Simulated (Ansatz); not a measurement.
# Structures of ZnSb: which is lowest?

Plane-wave DFT in Ansatz with scalar-relativistic PAW potentials, cutoff 500 eV, Γ-centred meshes chosen by cell and gap, Gaussian smearing with energies taken to zero width. Every cell was relaxed (cell and atoms) in a run of its own, within the symmetry of its start. Functional: r2SCAN.

Relaxed structures (starts from databases or built by putting these elements on another compound's sites):
A. Pbca, 16 atoms in the computed cell, a = 6.221 Å, b = 7.729 Å, c = 8.139 Å; sites (symmetry × multiplicity) Zn 1 × 8, Sb 1 × 8; start: database
B. R-3m, 2 atoms in the computed cell, a = 3.969 Å, c = 9.748 Å; sites (symmetry × multiplicity) Zn -3m × 3, Sb -3m × 3; start: built
C. Pm-3m, 2 atoms in the computed cell, a = 3.506 Å; sites (symmetry × multiplicity) Zn m-3m × 1, Sb m-3m × 1; start: built

Task: Rank them by energy. Could pressure change the order?

Result:
```tsv
structure	group	E − E(lowest) (meV/atom)	V (Å³/atom)	gap on mesh (eV)
A	Pbca	0.0	24.46	0.50
B	R-3m	188	22.17	0.00
C	Pm-3m	413	21.54	0.00
```

A is lowest, 188 meV/atom under B. B is denser by 2.29 Å³/atom, so pressure favours it: ΔE/ΔV, with ΔE in eV and 1 eV/Å³ = 160.2 GPa, gives about 13 GPa for equal enthalpy if both cells were rigid, a rough figure since the two compress differently. Other structures may lie lower than all of these, and vibrations aren't counted.

Spin-orbit coupling is left out, which matters for the bands of heavy elements.